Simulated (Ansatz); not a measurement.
Li$_{3}$Ga$_{2}$:
Space group R-3m, hexagonal axes (No. 166); a = b = 4.3239 Å, c = 13.7892 Å, α = β = 90.00°, γ = 120.00°

```json
[
 {"atom": "Li", "site": "6c", "symmetry": "3m", "x": "0.0000", "y": "0.0000", "z": "0.4040"},
 {"atom": "Li", "site": "3a", "symmetry": "-3m", "x": "0.0000", "y": "0.0000", "z": "0.0000"},
 {"atom": "Ga", "site": "6c", "symmetry": "3m", "x": "0.0000", "y": "0.0000", "z": "0.1987"}
]
```
(The calculation used a cell of 5 atoms; values per cell refer to that cell.)

Relaxed at zero pressure with r²SCAN in the plane-wave PAW code Ansatz.

**Question.** The volume is lowered by 6 % and shape and atoms relax at that volume. What pressure results, and how do the axes share the change?

**Answer.** 2.9 GPa; a -1.8 %, b -1.8 %, c -2.5 %; the energy rises by 8 meV/atom.

**Question.** Give the new structure.

**Answer.** 
Space group R-3m, hexagonal axes (No. 166); a = b = 4.2454 Å, c = 13.4459 Å, α = β = 90.00°, γ = 120.00°

```tsv
atom	site	symmetry	x	y	z
Li	6c	3m	0.0000	0.0000	0.4038
Li	3a	-3m	0.0000	0.0000	0.0000
Ga	6c	3m	0.0000	0.0000	0.1995
```

The phase is kept; no other phase was compared at this pressure.

The workflow started from an entry of the Crystallography Open Database (COD). Whether it is the stable phase at ambient conditions was not checked. Symmetry was held in the r²SCAN relaxation; whether a distortion lowers the energy is not shown. Axis ratios of metals converge slowly with the k-mesh, so a and c are less sure than the volume.

Potentials: the later of the program's two PAW sets.
